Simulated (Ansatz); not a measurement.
BAs:
```cif
data_As4B4
_chemical_formula_sum 'B4 As4'
_space_group_name_H-M_alt 'P 1'
_space_group_IT_number 1
_cell_length_a 5.88907
_cell_length_b 5.88907
_cell_length_c 3.38962
_cell_angle_alpha 90.000
_cell_angle_beta 90.000
_cell_angle_gamma 90.000
loop_
_space_group_symop_operation_xyz
  'x, y, z'
loop_
_atom_site_label
_atom_site_type_symbol
_atom_site_fract_x
_atom_site_fract_y
_atom_site_fract_z
_atom_site_occupancy
B1 B 0.32273 0.67727 0.00000 1
B2 B 0.67727 0.32273 0.00000 1
B3 B 0.82273 0.82273 0.50000 1
B4 B 0.17727 0.17727 0.50000 1
As1 As 0.31862 0.31862 0.00000 1
As2 As 0.68138 0.68138 0.00000 1
As3 As 0.18138 0.81862 0.50000 1
As4 As 0.81862 0.18138 0.50000 1
```

Relaxed with PBE.

**Question.** Which orbitals make up the states near the band edges in the program Ansatz at the PBE level (PAW)?

**Answer.** Top 1 eV of the valence band: B 2p 52 %, As 4p 46 %. Bottom 1 eV of the conduction band: B 2p 35 %, As 4p 21 %, B 2s 20 %, As 4s 14 %, outside the projected shells 10 %. Projections are on Löwdin-orthogonalised atomic valence shells; empty p or d shells of many metals are not among them.

**Question.** Tabulate the density of states.

**Answer.** States/eV per cell of 8 atoms, in 0.25 eV bins, energy from the valence-band maximum.

| E (eV) | total | As 4p | B 2p | B 2s |
|---|---|---|---|---|
| -7.85 | 2.19 | 1.08 | 0.28 | 0.70 |
| -7.60 | 1.83 | 0.89 | 0.29 | 0.51 |
| -7.35 | 2.17 | 1.03 | 0.38 | 0.56 |
| -7.10 | 2.54 | 1.19 | 0.49 | 0.60 |
| -6.85 | 2.27 | 1.07 | 0.53 | 0.47 |
| -6.60 | 1.87 | 0.88 | 0.48 | 0.34 |
| -6.35 | 1.90 | 0.90 | 0.55 | 0.29 |
| -6.10 | 2.32 | 1.11 | 0.73 | 0.30 |
| -5.85 | 2.63 | 1.26 | 0.88 | 0.29 |
| -5.60 | 2.96 | 1.43 | 1.06 | 0.29 |
| -5.35 | 3.05 | 1.49 | 1.15 | 0.25 |
| -5.10 | 2.98 | 1.46 | 1.17 | 0.21 |
| -4.85 | 2.58 | 1.25 | 1.03 | 0.18 |
| -4.60 | 2.58 | 1.26 | 1.05 | 0.17 |
| -4.35 | 2.98 | 1.46 | 1.25 | 0.17 |
| -4.10 | 4.96 | 2.44 | 2.10 | 0.25 |
| -3.85 | 4.34 | 2.15 | 1.90 | 0.17 |
| -3.60 | 4.14 | 2.05 | 1.82 | 0.17 |
| -3.35 | 3.70 | 1.82 | 1.61 | 0.17 |
| -3.10 | 4.12 | 2.01 | 1.84 | 0.16 |
| -2.85 | 4.49 | 2.19 | 2.05 | 0.15 |
| -2.60 | 4.29 | 2.07 | 1.99 | 0.13 |
| -2.35 | 4.58 | 2.20 | 2.14 | 0.13 |
| -2.10 | 4.38 | 2.10 | 2.07 | 0.12 |
| -1.85 | 3.29 | 1.57 | 1.59 | 0.07 |
| -1.60 | 2.41 | 1.14 | 1.17 | 0.05 |
| -1.35 | 1.91 | 0.90 | 0.94 | 0.04 |
| -1.10 | 1.35 | 0.63 | 0.68 | 0.02 |
| -0.85 | 0.95 | 0.43 | 0.48 | 0.01 |
| -0.60 | 0.64 | 0.29 | 0.34 | 0.01 |
| -0.35 | 0.35 | 0.16 | 0.19 | 0.00 |
| -0.10 | 0.07 | 0.03 | 0.04 | 0.00 |
| 0.15 | 0.00 | 0.00 | 0.00 | 0.00 |
| 0.40 | 0.00 | 0.00 | 0.00 | 0.00 |
| 0.65 | 0.00 | 0.00 | 0.00 | 0.00 |
| 0.90 | 0.04 | 0.01 | 0.02 | 0.00 |
| 1.15 | 0.24 | 0.06 | 0.10 | 0.02 |
| 1.40 | 1.01 | 0.20 | 0.35 | 0.20 |
| 1.65 | 3.35 | 0.70 | 1.18 | 0.68 |
| 1.90 | 3.13 | 0.65 | 1.13 | 0.61 |
| 2.15 | 2.82 | 0.59 | 1.05 | 0.50 |
| 2.40 | 3.60 | 0.85 | 1.37 | 0.54 |
| 2.65 | 3.94 | 1.01 | 1.55 | 0.48 |
| 2.90 | 4.28 | 1.10 | 1.72 | 0.49 |
| 3.15 | 4.55 | 1.19 | 1.87 | 0.46 |
| 3.40 | 3.94 | 1.11 | 1.47 | 0.48 |
| 3.65 | 4.89 | 1.56 | 1.75 | 0.59 |
| 3.90 | 4.91 | 1.62 | 1.78 | 0.52 |
| 4.15 | 4.13 | 1.38 | 1.49 | 0.42 |
| 4.40 | 3.42 | 1.09 | 1.25 | 0.33 |
| 4.65 | 3.65 | 1.10 | 1.30 | 0.40 |
| 4.90 | 4.80 | 1.35 | 1.67 | 0.58 |
| 5.15 | 4.11 | 1.22 | 1.38 | 0.51 |
| 5.40 | 3.60 | 1.10 | 1.20 | 0.38 |
| 5.65 | 3.25 | 0.98 | 1.08 | 0.34 |

Space group P4_2/mnm. The start of the workflow was typed in or built on a structure type; neither database checked (COD, Materials Project) lists it. It is not the phase usual at ambient conditions (space group No. 216). The cell was relaxed with PBE under the symmetry of its start; whether a distortion lowers the energy is not shown. Scalar-relativistic: spin–orbit coupling is off unless named, which matters more the heavier the elements.

Potentials: the earlier of the program's two PAW sets.
